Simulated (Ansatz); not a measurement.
The cell below belongs to a search over invented structures; it isn't taken from experiment.

Input and command of a plane-wave DFT calculation in Ansatz:

```yaml
crystal:
  lattice:
    - [5.56072697, 0.0, 0.0]
    - [0.0, 5.56072697, 0.0]
    - [0.0, 0.0, 5.56072697]
  atoms:
    - { symbol: Gd, position: [0.5, 0.5, 0.5], spin: 7.0 }
    - { symbol: Ge, position: [0.0, 0.5, 0.5] }
    - { symbol: Ge, position: [0.5, 0.0, 0.5] }
    - { symbol: Ge, position: [0.5, 0.5, 0.0] }
    - { symbol: As, position: [0.5, 0.0, 0.0] }
    - { symbol: As, position: [0.0, 0.5, 0.0] }
    - { symbol: As, position: [0.0, 0.0, 0.5] }
basis:
  ecutwfc: 420
kpoints:
  mp_grid: { grid: [4, 4, 4] }
hamiltonian:
  xc: pbe
scf:
  occupations: { method: gaussian, width: 0.1 }
  lower_state_search: "off"
output:
  forces: true
  stress: true
  eigenvalues: true
  populations: true
magnetization:
  spin_polarized: true
relax:
  adjacent_minimum: "off"
  f_tol: 0.04
  max_steps: 70
  cell: { stress_tol: 0.4 }
```

```bash
ansatz run input.yaml --threads 1 --pin off --max-ram 2048MiB --backend cpu --events-out ev --progress --plain --runs-dir out
```

Processor: Arm Neoverse V2, 1 thread, on a host shared with other jobs.

Estimate time, memory and problem size.

About 81 s, peak memory 0.6 GiB. It solves 68 bands at 10 k points (after reduction by symmetry) with about 3407 plane waves (on the last cell), in 47 SCF iterations over 4 ionic steps.
